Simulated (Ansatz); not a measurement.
## Electric field gradients in ZnC2

Level of theory: DFT LDA, scalar-relativistic, plane waves, PAW in Ansatz. Cutoff 420 eV, 8×8×8 k-points (Γ-centred), fixed occupations. No spin polarisation.

Equilibrium structure at this level:
```xyz
3
Lattice="-1.9581 1.9581 2.4956 1.9581 -1.9581 2.4956 1.9581 1.9581 -2.4956" Properties=species:S:1:pos:R:3 pbc="T T T"
Zn    0.0000    0.0000    0.0000
C     0.0000    0.0000    3.1139
C     0.0000    0.0000    1.8772
```

The cell was built by swapping an element in a database structure (itself possibly hypothetical) and relaxing; it need not be the stable form of this composition. The crystal is built of chains and no dispersion correction was added, so the binding between them is poorly described, and with it their spacing and whatever depends on it.

Q: Give V_zz (10²¹ V/m²) and the asymmetry η at each distinct site.

A:
```
       atom V_zz     η
Zn (atom 1)  -24.07  0.00
 C (atom 2)   -4.68  0.00
```